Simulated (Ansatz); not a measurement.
Os (hcp, Mg type)

```xyz
2
Lattice="2.7549 0.0000 0.0000 -1.3774 2.3858 0.0000 0.0000 0.0000 4.3443" Properties=species:S:1:pos:R:3 pbc="T T T"
Os     0.0000     1.5905     3.2582
Os     1.3774     0.7953     1.0861
```

The slice is a (-1 1 0 2) plane (indices of the conventional cell) through the point (0.667, 0.333, 0.250) (fractional), spanned by u = [110] and v = [1 -1 1] in vectors of this cell: u (2.75 Å) and v (6.45 Å, at 90° to u). It covers one period; positions are fractions (u, v).

Level of theory: PBE (plane waves to 420 eV, PAW, scalar-relativistic; Ansatz, an electronic-structure program). k mesh 19×19×11. Inside the PAW spheres the values are not all-electron values, and peaks at nuclei hang on which shells count as valence. Os is run without spin polarisation. Os was relaxed with its symmetry unable to fall. Spin-orbit coupling is left out, though Os is heavy.

Three fields on this plane, each scaled to ten steps between its own extremes (0 low, 9 high; the total valence density on a logarithmic scale, the potential cut 8 eV below its top; x marks points blanked near nuclei; v = 0 in the bottom row):

Map A
```
|xxxx757xxx|
|xxxx535xxx|
|xxx52125xx|
|8752101257|
|6532000235|
|7642101246|
|xx8422248x|
|xxx74347xx|
|xxx95459xx|
|xxxx545xxx|
|xxx84348xx|
|xxx64346xx|
|9875434578|
|4444555444|
|1235676532|
|0125787521|
|0025787520|
|0124676421|
|2334454433|
|7754444457|
|xxx64346xx|
|xxxx545xxx|
|xxxx757xxx|
|xxxx757xxx|
```

Map B
```
|xxxx040xxx|
|xxxx363xxx|
|xxx16861xx|
|0036898630|
|4468999864|
|0247898742|
|xx0378730x|
|xxx05750xx|
|xxx03630xx|
|xxxx363xxx|
|xxx04640xx|
|xxx05750xx|
|0004666400|
|4455444554|
|8864101468|
|9863000368|
|9963000369|
|9874202478|
|6666545666|
|0025676520|
|xxx16761xx|
|xxxx363xxx|
|xxxx040xxx|
|xxxx040xxx|
```

Map C
```
|xxxx393xxx|
|xxxx373xxx|
|xxx02420xx|
|4422111224|
|9964101469|
|4443212344|
|xx1244421x|
|xxx25752xx|
|xxx44844xx|
|xxxx363xxx|
|xxx12521xx|
|xxx14541xx|
|3346545643|
|2477434774|
|3454333454|
|1122444221|
|0012454210|
|1234444432|
|1367545763|
|0147777741|
|xxx36763xx|
|xxxx363xxx|
|xxxx272xxx|
|xxxx393xxx|
```

### Question
Assign the maps to these fields: electron localisation function (ELF); valence electron density; electrostatic potential energy of an electron, from the cell's mean.

### Answer
A is the valence electron density; B is the electrostatic potential energy of an electron, from the cell's mean; C is the electron localisation function (ELF).
